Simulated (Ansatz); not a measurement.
Ge$_{2}$Pd:
```yaml
crystal:
  lattice:
    - [-3.05875, 3.05875, 2.77600]
    - [3.05875, -3.05875, 2.77600]
    - [3.05875, 3.05875, -2.77600]
  atoms:
    - { symbol: Ge, position: [0.65124, 0.15124, 0.80247] }
    - { symbol: Ge, position: [0.84876, 0.65124, 0.50000] }
    - { symbol: Ge, position: [0.15124, 0.34876, 0.50000] }
    - { symbol: Ge, position: [0.34876, 0.84876, 0.19753] }
    - { symbol: Pd, position: [0.25000, 0.25000, 0.00000] }
    - { symbol: Pd, position: [0.75000, 0.75000, 0.00000] }
```

Relaxed with PBE. Special points in fractions of this cell's reciprocal vectors: Γ (0.000, 0.000, 0.000); X (0.000, 0.000, 0.500); M (-0.500, 0.500, 0.500); Z (0.456, 0.456, -0.456); Z0 (-0.456, 0.544, 0.456); P (0.250, 0.250, 0.250); N (0.000, 0.500, 0.000).

Q: List the band energies nearest the Fermi level at these points for PBE in the plane-wave PAW code Ansatz.

A: In eV from the Fermi level; about four levels below and three above (degenerate sets whole), none deeper than 8.9 eV; points with the same levels are listed once.

| k | below | above |
|---|---|---|
| Γ | -0.48 -0.48 -0.04 -0.02 | 3.45 5.10 5.21 |
| X | -2.66 -2.49 -2.30 -1.29 | 0.28 0.33 0.35 |
| M | -2.64 -2.64 -1.05 -0.71 | 0.42 2.19 2.19 |
| Z | -2.66 -2.66 -1.00 -0.76 | 0.32 1.55 1.55 |
| P | -1.39 -1.39 -0.06 -0.06 | 1.41 1.41 1.62 1.62 |
| N | -2.16 -2.16 -0.02 -0.02 | 0.76 0.76 2.46 2.46 |

Space group I4/mcm. The cell is a constructed one: a structure type filled with these elements; neither database checked (COD, Materials Project) lists it. Its standing as an ambient phase is unchecked. The cell was relaxed with PBE under the symmetry of its start; whether a distortion lowers the energy is not shown. The run is not spin-polarised. Scalar-relativistic: spin–orbit coupling is off unless named, which matters more the heavier the elements.

Potentials: the later of the program's two PAW sets.
